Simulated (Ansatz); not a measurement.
Ge: frozen-core PAW against all-electron methods

```
CELL_PARAMETERS angstrom
-0.02829 2.81463 2.81463
2.81463 -0.02829 2.81463
2.81463 2.81463 -0.02829
ATOMIC_POSITIONS crystal
Ge 0.50000 0.50000 0.50000
Ge 0.75000 0.75000 0.75000
```

Atoms are numbered in the order listed.

The structure is an experimental refinement, used without relaxation. The listed cell was then made from it by scaling, straining or moving an atom.

Methods: DFT, PBEsol, PAW with Ansatz's default frozen-core files, scalar-relativistic (Ansatz 0.2.0); DFT, PBEsol, all-electron PAW with datasets made for the crystal, scalar-relativistic (Ansatz 0.2.0); DFT, PBEsol, all-electron LAPW, scalar-relativistic (Ansatz 0.2.0).

For PAW: a Γ-centred 11×11×11 k mesh, Fermi–Dirac smearing of 0.05 eV, cutoff 420 eV, no spin polarisation; the PAW files were made with PBE, and the program remakes their frozen cores for this functional. The crystal-made all-electron datasets (AE datasets) take a cutoff of 160 eV at this cell. LAPW targets a basis error of 0.5 meV/atom. The Ansatz runs share mesh, smearing and spin set-up. Plane-wave (PAW) pressures include the program's estimate of the Pulay term.

Stress and pressure are positive in compression.

The change that made this cell: equal xy, yz and zx engineering shear strains of -1 %.

In a metal, gradients converge slowly with the k mesh: the values move by tens of per cent from one mesh to another, at times in sign, so only the comparison on one mesh counts.

```json
{"quantity": "pressure (GPa)", "PAW": "0.70", "AE datasets": "0.70", "LAPW": "0.70"}
{"quantity": "stress yz (GPa)", "PAW": "0.84", "AE datasets": "0.84", "LAPW": "0.84"}
{"quantity": "stress xz (GPa)", "PAW": "0.84", "AE datasets": "0.84", "LAPW": "0.84"}
{"quantity": "stress xy (GPa)", "PAW": "0.84", "AE datasets": "0.84", "LAPW": "0.84"}
{"quantity": "force on Ge1, y (eV/Å)", "PAW": "-0.093", "AE datasets": "-0.093", "LAPW": "-0.093"}
{"quantity": "field gradient Vzz at Ge1 (10²¹ V/m²)", "PAW": "-0.98", "AE datasets": "-0.97", "LAPW": "–"}
```

PAW's pressure differs from the LAPW value by about 0.01 GPa or less.
